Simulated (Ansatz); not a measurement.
An Ansatz (a program for electronic structure) run. Input:

Ansatz 0.2 input:
```yaml
crystal:
  lattice:
    - [4.138478028, 0.0, 0.0]
    - [-2.069239014, 3.5840271052, 0.0]
    - [0.0, 0.0, 5.0133361034]
  atoms:
    - { symbol: Cu, position: [0.0, 0.0, 0.0] }
    - { symbol: Cu, position: [0.0, 0.0, 0.5] }
    - { symbol: Sn, position: [0.3333333333, 0.6666666667, 0.25] }
    - { symbol: Sn, position: [0.6666666667, 0.3333333333, 0.75] }
kpoints:
  mp_grid: { grid: [11, 11, 8] }
hamiltonian:
  xc: r2scan
  pseudopotentials: { kind: paw }
scf:
  occupations: { method: fermi_dirac, width: 0.1 }
phonons:
  method: dfpt
  response_accuracy: low
  eigenvectors: true
  rigid_motions: translations
```

Output (shortened):

```
Pseudopotential: Cu, paw, valence charge 19
Pseudopotential: Sn, paw, valence charge 14
Functional definition: r2SCAN
Crystal: 4 atoms, lattice volume = 74.360 Å³
Basis set: ecut = 500 eV, 1873 PW (Γ), exchange–correlation on 160×160×200 points (125 copies of the dense FFT grid, shifted against one another)
Bands: 40, of which v1, the nominal top of the filled ones, is band 33 counted from 1 (32 counted from 0)
Symmetry: 24 space group operations
k-points: 270 of 968 (irreducible under 2 space group operations, time reversal used)
SCF iter   1: F=—  HF=-25339.756936 eV  |F-HF|=—  |Δ(HF+E_count)|=         —  Δρ=2.67e-2  dr2=3.36e-1  dr2_τ=4.32e-3  ethr=1.77e-3  ⟨swp⟩=6.6  Hψ=42915  notcnv=0  defer=50
preconditioner: auto → LDOS
SCF iter   2: F=—  HF=-25339.984525 eV  |F-HF|=—  |Δ(HF+E_count)|=   2.28e-1  Δρ=5.50e-2  dr2=1.31e0  dr2_τ=6.13e-3  ethr=5.09e-4  ⟨swp⟩=2.5  Hψ=23653  notcnv=0  defer=296  recentre
SCF iter   3: F=—  HF=-25339.738039 eV  |F-HF|=—  |Δ(HF+E_count)|=   2.46e-1  Δρ=9.89e-3  dr2=5.24e-2  dr2_τ=2.97e-4  ethr=5.09e-4  ⟨swp⟩=2.0  Hψ=23428  notcnv=0  defer=259
SCF iter   4: F=—  HF=-25339.729089 eV  |F-HF|=—  |Δ(HF+E_count)|=   8.95e-3  Δρ=8.49e-4  dr2=5.98e-4  dr2_τ=7.69e-6  ethr=7.94e-5  ⟨swp⟩=2.1  Hψ=15054  notcnv=0  defer=259
SCF iter   5: F=—  HF=-25339.729140 eV  |F-HF|=—  |Δ(HF+E_count)|=   5.12e-5  Δρ=2.59e-4  dr2=3.37e-5  dr2_τ=6.78e-7  ethr=9.06e-7  ⟨swp⟩=2.0  Hψ=13887  notcnv=0  defer=259
SCF iter   6: F=—  HF=-25339.729165 eV  |F-HF|=—  |Δ(HF+E_count)|=   2.46e-5  Δρ=3.79e-5  dr2=6.84e-7  dr2_τ=6.88e-9  ethr=5.11e-8  ⟨swp⟩=2.0  Hψ=14756  notcnv=0  defer=259
SCF iter   7: F=—  HF=-25339.729159 eV  |F-HF|=—  |Δ(HF+E_count)|=   5.56e-6  Δρ=7.18e-6  dr2=2.59e-8  dr2_τ=4.49e-10  ethr=1.04e-9  ⟨swp⟩=2.0  Hψ=17186  notcnv=0  defer=259
SCF iter   8: F=—  HF=-25339.729159 eV  |F-HF|=—  |Δ(HF+E_count)|=   1.66e-8  Δρ=1.30e-6  dr2=7.19e-10  dr2_τ=8.20e-12  ethr=3.92e-11  ⟨swp⟩=2.0  Hψ=17128  notcnv=0  defer=259
SCF iter  10: F=-25339.729159 eV  HF=-25339.729159 eV  |F-HF|=3.64e-12  |Δ(HF+E_count)|=  7.28e-12  Δρ=3.02e-8  dr2=4.97e-13  dr2_τ=4.53e-15  ethr=1.00e-12  ⟨swp⟩=9.5  Hψ=52757  notcnv=0
SCF 1 converged in 10 iterations: F = -25339.729159 eV  dr2 = 4.97e-13
DFPT response loops at Γ: preconditioner auto → Kerker (q_TF=auto, 2.675 Å⁻¹) (partly filled bands, converged f_vac=0.011) …
SCF converged after 10 iterations
Free energy (F): -25339.729159 eV
Harris-Foulkes:  -25339.729159 eV  (|F-HF|=3.64e-12)
Internal energy: -25339.684651 eV  (E = F + TS)
E sigma→0 (E₀):  -25339.706905 eV
Entropy (-TS):   -0.044508 eV (-11.127 meV/atom)
Fermi energy:    13.328539 eV
--- Per-component energies (eV) ---
  E_band       = -1032.455143
  E_kinetic    = 973.804813
  E_local      = -11651.096589  (includes V_loc(G=0)·N_el)
  E_nonlocal   = 724.748254
  E_hartree    = 5530.777553
  E_xc         = -916.758355
  E_vxc        = -458.879227  (∫ρ·V_xc dr)
  E_paw        = -11677.445734  (= ΣΔE_a)
  E_vpaw       = -1714.112695  (= ΣTr[D̂ρ^β])
  E_aug_tail   = 0.000296  (compensation charges beyond the density's cutoff)
  E_vtau       = 31.524924  (kinetic-family band-sum trace: ∫τ·v_τ [+ j·A + Jᵃ·Aᵃ] dr)
  E_ewald      = -8324.583313
  E_core_change = 0.868424  (= ΣΔE_core)
  E_smearing   = -0.044508  (= −TS)
  E_closure    =  0.000000  (closes the sum)
  Σ components = -25339.729159   (vs F -25339.729159, Δ=0.00e0)
  [band-id]    e_kinetic+e_local+e_nonlocal+2·e_hartree+e_vxc+e_vpaw+e_augmentation_tail+e_vtau = -1032.455118   (vs E_band -1032.455143, Δ=2.48e-5)
--- Band table (eV; the first three rows and the last of 270) ---
  k-point 0: bands = ["-103.8277", "-103.8216", "-59.6592", "-59.6592", "-59.6550", "-59.6526", "-59.6526", "-59.5825", "-8.9268", "-8.9268", "-8.8931", "-8.8514", "-8.8514", "-8.8447", "-8.8447", "-8.8358", "-8.8064", "-8.8064", "1.6803", "7.4466", "7.9502", …
  k-point 1: bands = ["-103.8275", "-103.8218", "-59.6589", "-59.6589", "-59.6528", "-59.6528", "-59.6523", "-59.5853", "-8.9269", "-8.9269", "-8.8905", "-8.8533", "-8.8533", "-8.8465", "-8.8465", "-8.8376", "-8.8026", "-8.8026", "1.7816", "6.4051", "8.8154", …
  k-point 2: bands = ["-103.8268", "-103.8225", "-59.6582", "-59.6582", "-59.6535", "-59.6535", "-59.6444", "-59.5932", "-8.9254", "-8.9254", "-8.8834", "-8.8714", "-8.8714", "-8.8429", "-8.8345", "-8.8345", "-8.7986", "-8.7986", "2.0846", "5.2205", "8.9286", …
  k-point 269: bands = ["-103.8275", "-103.8218", "-59.6590", "-59.6589", "-59.6529", "-59.6529", "-59.6523", "-59.5853", "-8.9506", "-8.9055", "-8.8911", "-8.8746", "-8.8447", "-8.8405", "-8.8194", "-8.8142", "-8.8121", "-8.7903", "3.6973", "6.0784", …
--- Phonons (Γ-DFPT): 4 representative perturbations + reference, on 270 of 968 k-points (Σ response iterations 32) ---
  ASR residual: 7.145e-4 → 0.000e0 eV/Å²; symmetrization residual: 1.250e-4 eV/Å²
  ASR residual per site (eV/Å²): 9.09e-5 9.09e-5 7.15e-4 7.15e-4
  Γ frequencies (cm⁻¹): 0.00 0.00 0.00 110.57 110.57 111.97 127.78 127.78 131.77 182.67 182.67 230.11
  non-analytic LO–TO correction: not included (Born effective charges unavailable; polar crystals: no LO–TO splitting at Γ)
```

Cost: around 26 core-minutes (rough) on shared cores.

Space group P6_3/mmc (NiAs type). The first step of the workflow began from a Materials Project structure, measured or hypothetical; the Crystallography Open Database files this formula in space group No. 194, but the cells were not matched. Whether it is the stable phase at ambient conditions was not checked. The r²SCAN relaxation kept the symmetry of its start; whether a distortion lowers the energy is not shown. The run is not spin-polarised. As this level gives no gap, phonon frequencies hold no LO–TO term and depend on the k-mesh and smearing (Fermi–Dirac, 0.1 eV here). Scalar-relativistic: spin–orbit coupling is off unless named, which matters more the heavier the elements.

Potentials: the later of the program's two PAW sets.

Ansatz is a plane-wave DFT program.
